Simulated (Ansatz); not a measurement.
MgCdS2:
```yaml
crystal:
  lattice:
    - [3.78191, 0.00000, 0.00000]
    - [0.00000, 3.78191, 0.00000]
    - [0.00000, 0.00000, 5.35369]
  atoms:
    - { symbol: Mg, position: [0.50000, 0.50000, 0.50000] }
    - { symbol: Cd, position: [0.00000, 0.00000, 0.00000] }
    - { symbol: S, position: [0.00000, 0.00000, 0.50000] }
    - { symbol: S, position: [0.50000, 0.50000, 0.00000] }
```

Relaxed with r²SCAN.

Give the Bader charges and basin volumes of the independent atoms, the program Ansatz at the r²SCAN level (PAW).



| atom | Bader charge (e) | Bader volume (Å³) |
|---|---|---|
| Mg1 | +1.71 | 6.1 |
| Cd2 | +1.02 | 15.6 |
| S3 | -1.48 | 29.0 |
| S4 | -1.25 | 25.8 |

Space group P4/mmm. The first step of the workflow began from a Materials Project structure, measured or hypothetical; the Crystallography Open Database copy checked does not list it. With Mg and Cd taken as one species the cell has the higher symmetry Fm-3m, so it may be an ordered model of a mixed-site phase. Whether it is the stable phase at ambient conditions was not checked. Symmetry was held in the r²SCAN relaxation; whether a distortion lowers the energy is not shown.

Potentials: the later of the program's two PAW sets.
